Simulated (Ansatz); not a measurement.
Zr₂Ga:
Space group I4/mcm (No. 140); a = b = 6.7045 Å, c = 5.4350 Å, α = β = γ = 90.00°

```
atom  site  symmetry       x       y       z
----  ----  --------  ------  ------  ------
Ga      4a       422  0.0000  0.0000  0.2500
Zr      8h      m.2m  0.3461  0.1539  0.0000
```
(The calculation used a cell of 6 atoms; values per cell refer to that cell.)

Relaxed at zero pressure with the program Ansatz at the r²SCAN level (PAW).

Q: The volume is lowered by 9 % and shape and atoms relax at that volume. What pressure results, and how do the axes share the change?

A: 12.5 GPa; a -3.3 %, b -3.3 %, c -2.6 %; the energy rises by 66 meV/atom.

Q: Give the new structure.

A: 
Space group I4/mcm (No. 140); a = b = 6.481 Å, c = 5.292 Å, α = β = γ = 90.00°

```csv
atom,site,symmetry,x,y,z
Ga,4a,422,0.0000,0.0000,0.2500
Zr,8h,m.2m,0.3479,0.1521,0.0000
```

The phase is kept; no other phase was compared at this pressure.

The workflow started from an entry of the Crystallography Open Database (COD). Whether it is the stable phase at ambient conditions was not checked. Symmetry was held in the r²SCAN relaxation; its stability against distortions is not shown here. The run is not spin-polarised. Axis ratios of metals converge slowly with the k-mesh, so a and c are less sure than the volume.

Potentials: the later of the program's two PAW sets.
